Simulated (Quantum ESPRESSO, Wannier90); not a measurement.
HgTe (zinc blende): Wannier90 run

```yaml
crystal:
  lattice:
    - [0.00000, 3.28999, 3.28999]
    - [3.28999, 0.00000, 3.28999]
    - [3.28999, 3.28999, 0.00000]
  atoms:
    - { symbol: Hg, position: [0.00000, 0.00000, 0.00000] }
    - { symbol: Te, position: [0.75000, 0.75000, 0.75000] }
```

Structure: Materials Project mp-2730, symmetrised, not relaxed again. COD (Crystallography Open Database) has the formula in 2 space groups, this one among them (matched by group alone). Method: PBEsol plane waves in Quantum ESPRESSO 7.5 (PseudoDojo norm-conserving files, 66 Ry, no spin polarisation, no spin-orbit coupling), Bloch states on a 8×8×8 mesh through Γ, Wannier90 4.0.1. Density: 8×8×8 mesh, Gaussian smearing 0.01 Ry. Spin-orbit coupling is left out although heavy elements are present.

Valence charges of the files: Hg 20, Te 16. 31 bands were computed.

Isolated groups of bands, relative to the Fermi level (bands from 16 on overlap up to the last one computed):

```json
[
 {"bands": "1", "from (eV)": "-114.99", "to (eV)": "-114.99", "filling": "filled", "weight on atomic waves": "Hg 5s 100 %"},
 {"bands": "2–4", "from (eV)": "-63.26", "to (eV)": "-63.26", "filling": "filled", "weight on atomic waves": "Hg 5p 100 %"},
 {"bands": "5–9", "from (eV)": "-36.62", "to (eV)": "-36.61", "filling": "filled", "weight on atomic waves": "Te 4d 100 %"},
 {"bands": "10", "from (eV)": "-11.72", "to (eV)": "-11.03", "filling": "filled", "weight on atomic waves": "Te 5s 84 %, Hg 6s 8 %, Hg 5d 7 %"},
 {"bands": "11–15", "from (eV)": "-7.09", "to (eV)": "-6.09", "filling": "filled", "weight on atomic waves": "Hg 5d 93 %, Te 5p 4 %"}
]
```

Wanted is a model with the orbitals Hg s p, Te s p, without the filled groups that are mainly made of other shells (semicore states, and anion s where it isn't named); all higher bands stay in for disentanglement.

Question: Give num_wann, exclude_bands and num_bands, and the number of electrons that the model holds.

Answer: Electrons: 1×20 + 1×16 = 36, or 18.0 bands' worth; no gap over 0.05 eV opens at the Fermi level at this level of theory.
num_wann = 1×4 + 1×4 = 8.
exclude_bands = 1-9,11-15, 14 bands, so num_bands = 31 − 14 = 17.
The model holds 36 − 2×14 = 8 electrons. With the window frozen to 1.50 eV it follows pw.x to 2.7 meV rms (states up to 1.0 eV relative to the Fermi level).
